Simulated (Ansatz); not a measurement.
## CsPbCl3 (Pm-3m), a film clamped to a substrate

The calculation used DFT PBEsol, scalar-relativistic, plane waves, PAW in Ansatz. The runs took a 420 eV cutoff, a Γ-centred 6×6×6 mesh and Gaussian smearing (0.05 eV). Spin–orbit coupling is left out, which matters for the heavy elements here. No spin polarisation. Energies are free energies at this smearing, counted from the undisturbed cell; pressure is positive in compression.

Zero of the scan (as given, not relaxed at this level; it stands at 0.2 GPa, and it needn't be the usual structure):

```
Cs Pb Cl
1.0
     5.60500    0.00000    0.00000
     0.00000    5.60500    0.00000
     0.00000    0.00000    5.60500
Cs Pb Cl
1 1 3
Direct
  0.00000 0.00000 0.00000
  0.50000 0.50000 0.50000
  0.00000 0.50000 0.50000
  0.50000 0.00000 0.50000
  0.50000 0.50000 0.00000
```

The cell (5 atoms, V0 = 176.09 Å³) is strained by p along both x and y and by q along z, fractional coordinates fixed. τp = (1/V0) ∂E/∂p = (σxx + σyy)(1 + p)(1 + q) and τq = (1/V0) ∂E/∂q = σzz(1 + p)², with tension positive.

| p | q | ΔE (meV/atom) | τp (GPa) | τq (GPa) |
| --- | --- | --- | --- | --- |
| 0.000 | 0.000 | 0.00 | -0.37 | -0.19 |
| -0.025 | 0.000 | 12.52 | -4.37 | -0.61 |
| 0.025 | 0.000 | 6.59 | 2.63 | 0.21 |
| 0.000 | -0.025 | 5.66 | -0.80 | -1.96 |
| 0.000 | 0.025 | 2.77 | 0.02 | 1.13 |

Problem. Get the second derivatives of the energy density.

Solution. Central differences give A = ∂τp/∂p = 140 GPa (C11 + C22 + 2 C12), C = ∂τq/∂q = 62 GPa (C33) and the cross term B = ∂τq/∂p = 16.3 GPa (C13 + C23); ∂τp/∂q = 16.4 GPa must equal B, and any difference shows higher-order terms. The ions are clamped. In a cubic crystal C11 = C = 62, C12 = B/2 = 8.2 GPa and A should be 2(C11 + C12) = 140 GPa; the bulk modulus is (C11 + 2 C12)/3 = 26.0 GPa.

Problem. A film of this crystal grows with z along the normal on a substrate that imposes p. How does its thickness respond, and what does the misfit cost?

Solution. Count p and q from the stress-free cell. A free surface needs τq = 0, so q = −(B/C) p = -0.26 p. The energy density left is (A − B²/C) p²/2 = M p², with the biaxial modulus M = 68 GPa; a misfit of 1 % costs 1.49 meV/atom, against 1.54 meV/atom if the thickness were held.

At p = 0.050 the energies along q are 41.3 (q = -0.050), 28.9 (q = -0.025), 27.5 (q = 0.000), 34.3 (q = 0.025), 47.0 (q = 0.050) meV/atom.

Problem. Does the linear rule hold at this misfit?

Solution. A parabola through the lowest point and its neighbours has its minimum at q = -0.008, 27.0 meV/atom. With the stress left in the starting cell, τp0 and τq0, linear elasticity gives q = −(τq0 + Bp)/C = -0.010 and E = V0(τp0 p + τq0 q + Ap²/2 + Bpq + Cq²/2)/N = 33.6 meV/atom. The energies differ by more than a tenth, so the quadratic law fails here: the gap holds the anharmonic part, with some error from the wide steps. Cubic terms also shift the vertex of so wide a parabola.

Symmetry holds off the tilts and polar distortions that many cubic perovskites undergo.